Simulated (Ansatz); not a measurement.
All-electron LAPW in Ansatz 0.2.0 under PBE, scalar-relativistic, energies extrapolated to zero smearing. Slabs are 1×1 cells cut from bulk crystals relaxed on PAW files, with atoms then relaxed, 16 to 20 Å of vacuum, a dipole correction, k spacings of 0.16 to 0.26 Å⁻¹ and smearing of 0.02 to 0.1 eV, without spin–orbit coupling or spin polarisation. The bulk type named needn't be the stable one, and no reconstruction is allowed.

Order these slabs by surface energy, lowest first.
A. fcc Au (110), 4 layers
B. fcc Au (110), 3 layers
C. fcc Au (111), 6 layers

C (0.72 J/m²), A (0.88 J/m²), B (0.94 J/m²).
